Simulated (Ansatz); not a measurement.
**Collinear states of CrWO₄**

Level of theory: DFT PBEsol, scalar-relativistic, plane waves, PAW in Ansatz.

```
Cr W O
1.0
     3.23632   -3.35410    0.00000
     3.23632    3.35410    0.00000
     0.00000    0.00000    2.92352
Cr W O
1 1 4
Direct
  0.50000 0.50000 0.50000
  0.00000 0.00000 0.00000
  0.79530 0.20470 0.50000
  0.20470 0.79530 0.50000
  0.70493 0.70493 0.00000
  0.29507 0.29507 0.00000
```

```
plane-wave cutoff                               : 420 eV
Γ-centred k-mesh                                : 8×8×12
occupation rule                                 : Gaussian smearing, 0.1 eV
list of starting moments (μB, in atom order)    : 3 0 0 0 0 0
check for lower electronic states after the SCF : off
```

All runs keep this geometry, which isn't relaxed for the lowest state (largest force there 0.264 eV/Å, pressure -4.1 GPa; forces reach 0.82 eV/Å in another state) and needn't be a stable compound; relaxing each order would shift the differences by some 17 meV/atom, going by the pressures and a bulk modulus of about 150 GPa. The large starts are 4.5 0 0 0 0 0 μB. The small starts are 0.5 0 0 0 0 0 μB. No Hubbard U is used, and semilocal functionals often make open-shell oxides metallic. Site moments are spin moments in atom-centred spheres that scale with the neighbour distance. The states are those that the runs reached from these starts; a lower one can exist. No antiferromagnetic start is among these.

| start | ends | energy above lowest (meV/atom) | site moments (μB) | gap on mesh (eV) | P (GPa) |
| --- | --- | --- | --- | --- | --- |
| no spin | non-magnetic | 169 | none over 0.05 | metal | -9.7 |
| ferromagnetic | ferromagnetic | 0.00 | Cr +2.36, W +0.14 | metal | -4.1 |
| large parallel starting moments | ferromagnetic | 0.00 | Cr +2.36, W +0.14 | metal | -4.1 |
| small parallel starting moments | ferromagnetic | 0.00 | Cr +2.36, W +0.14 | metal | -4.1 |

Cost: 4 runs of about 2.5 core-minutes in all, on Intel Xeon (Skylake/Cascade Lake) (shared hosts).